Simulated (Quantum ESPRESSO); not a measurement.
```cif
data_INa
_chemical_formula_sum 'Na1 I1'
_space_group_name_H-M_alt 'P 1'
_space_group_IT_number 1
_cell_length_a 4.52596
_cell_length_b 4.52596
_cell_length_c 4.52596
_cell_angle_alpha 60.000
_cell_angle_beta 60.000
_cell_angle_gamma 60.000
loop_
_space_group_symop_operation_xyz
  'x, y, z'
loop_
_atom_site_label
_atom_site_type_symbol
_atom_site_fract_x
_atom_site_fract_y
_atom_site_fract_z
_atom_site_occupancy
Na1 Na 0.00000 0.00000 0.00000 1
I1 I 0.50000 0.50000 0.50000 1
```

Cell and atoms were relaxed with PBEsol from Materials Project entry mp-23268, within its symmetry.

What does PBEsol (Quantum ESPRESSO, PseudoDojo norm-conserving, 88 Ry, scalar-relativistic) give for the electronic structure near the Fermi level?

The PBEsol gap is direct, 3.59 eV at Γ. Spin-orbit coupling is left out, which matters for elements this heavy: edges can move by tenths of an eV.
